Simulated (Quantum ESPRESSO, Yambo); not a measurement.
# Levels of theory for the gap of CO2

CO$_{2}$ (space group P4_2/mnm, No. 136): one geometry, one set of PBEsol (pw.x of Quantum ESPRESSO, ONCV potentials, scalar-relativistic) orbitals, self-energies from Yambo (4×4×4 Γ-centred k mesh, 121 bands and a 7 Ry block in the screening, 121 bands in G with the Bruneval-Gonze terminator, plasmon pole fitted at 27.2 eV).

Cell and atoms were relaxed with PBE+D3(BJ) from Materials Project entry mp-644607, within its symmetry.

```json
[
 {"level": "PBEsol (Quantum ESPRESSO)", "gap A → Γ (eV)": "6.57", "direct gap at Γ (eV)": "6.94", "rough Yambo cost": "–"},
 {"level": "exchange only (Hartree-Fock self-energy on PBEsol orbitals)", "gap A → Γ (eV)": "16.43", "direct gap at Γ (eV)": "16.91", "rough Yambo cost": "about 1/10 (12 states)"},
 {"level": "static COHSEX@PBEsol", "gap A → Γ (eV)": "11.62", "direct gap at Γ (eV)": "12.07", "rough Yambo cost": "within a factor of two (3 states)"},
 {"level": "G0W0@PBEsol, plasmon pole", "gap A → Γ (eV)": "10.31", "direct gap at Γ (eV)": "10.75", "rough Yambo cost": "1 (12 states)"}
]
```

Bare exchange has no screening and gives the widest gap; static COHSEX screens it but leaves out the frequency dependence, which G0W0 restores.

Costs are rough ratios of core time on shared machines.

Nearest settings tried, and what they do to the gap: 79 bands in W, 79 bands in G: +52 meV; 6 Ry block (171 vectors against 195): -21 meV. Not varied: mesh. So the settings aren't converged at that level.

The structure is a Materials Project entry; no match was found in the copy of COD used, and its stability was not checked.
